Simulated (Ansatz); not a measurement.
## CsSnI3 — quadrupolar parameters

The cell is a measured structure from the Crystallography Open Database (COD), atoms as given.

```yaml
crystal:
  lattice:
    - [10.34950, 0.00000, 0.00000]
    - [0.00000, 4.76320, 0.00000]
    - [0.00000, 0.00000, 17.68400]
  atoms:
    - { symbol: Cs, position: [0.91383, 0.75000, 0.66957] }
    - { symbol: Cs, position: [0.58617, 0.25000, 0.16957] }
    - { symbol: Cs, position: [0.41383, 0.75000, 0.83043] }
    - { symbol: Cs, position: [0.08617, 0.25000, 0.33043] }
    - { symbol: Sn, position: [0.34301, 0.25000, 0.56297] }
    - { symbol: Sn, position: [0.15699, 0.75000, 0.06297] }
    - { symbol: Sn, position: [0.84301, 0.25000, 0.93703] }
    - { symbol: Sn, position: [0.65699, 0.75000, 0.43703] }
    - { symbol: I, position: [0.53063, 0.75000, 0.61820] }
    - { symbol: I, position: [0.96937, 0.25000, 0.11820] }
    - { symbol: I, position: [0.03063, 0.75000, 0.88180] }
    - { symbol: I, position: [0.46937, 0.25000, 0.38180] }
    - { symbol: I, position: [0.16658, 0.75000, 0.50068] }
    - { symbol: I, position: [0.33342, 0.25000, 0.00068] }
    - { symbol: I, position: [0.66658, 0.75000, 0.99932] }
    - { symbol: I, position: [0.83342, 0.25000, 0.49932] }
    - { symbol: I, position: [0.20395, 0.25000, 0.70871] }
    - { symbol: I, position: [0.29605, 0.75000, 0.20871] }
    - { symbol: I, position: [0.70395, 0.25000, 0.79129] }
    - { symbol: I, position: [0.79605, 0.75000, 0.29129] }
```

Atoms are numbered from 1 in the order listed; like atoms form one site, named after its first atom.

Method: Kohn–Sham DFT in Ansatz, PBE, plane waves and PAW, scalar-relativistic, 420 eV cutoff, Γ-centred 3×6×2 k-points, Fermi–Dirac smearing 0.02 eV.

Conventions: |V_zz| ≥ |V_yy| ≥ |V_xx|, η = (V_xx − V_yy)/V_zz, C_Q = eQV_zz/h. Directions are in the Cartesian axes of the cell vectors above, for the atom listed; none is given where the gradient is under 0.02 or η is above 0.95.

Q: Give the quadrupolar parameters of the distinct sites.

A: 

| site | first atom | first shell | V_zz (10²¹ V/m²) | η | direction of V_zz (x, y, z) |
| --- | --- | --- | --- | --- | --- |
| Cs | 1 | 9 I at 3.88–4.07 Å | 3.50 | 0.57 | 0.00 1.00 0.00 |
| Sn | 5 | 6 I at 2.95–3.46 Å | -5.79 | 0.36 | -0.50 0.00 0.87 |
| I9 | 9 | 3 Sn at 3.22–3.46 Å, 2 Cs at 3.94–4.07 Å | -9.08 | 0.47 | -0.57 0.00 0.82 |
| I13 | 13 | 2 Sn at 3.20 Å, angle 96° | -22.2 | 0.41 | -0.60 0.00 0.80 |
| I17 | 17 | 1 Sn at 2.95 Å | 30.0 | 0.30 | -0.49 0.00 0.87 |

At Sn V_zz points along its shortest bond, to I (within 1°). At I13 V_zz stands upright on the plane of its two bonds (within 6°). At I17 V_zz points along its bond to Sn (within 1°).

The values hang on the deposited positions: relaxing the atoms moves V_zz on Sn from -5.79 to -4.37, on I9 from -9.08 to -6.45. Without spin–orbit coupling the gradients at and beside I can be off by some per cent, at some sites by more.
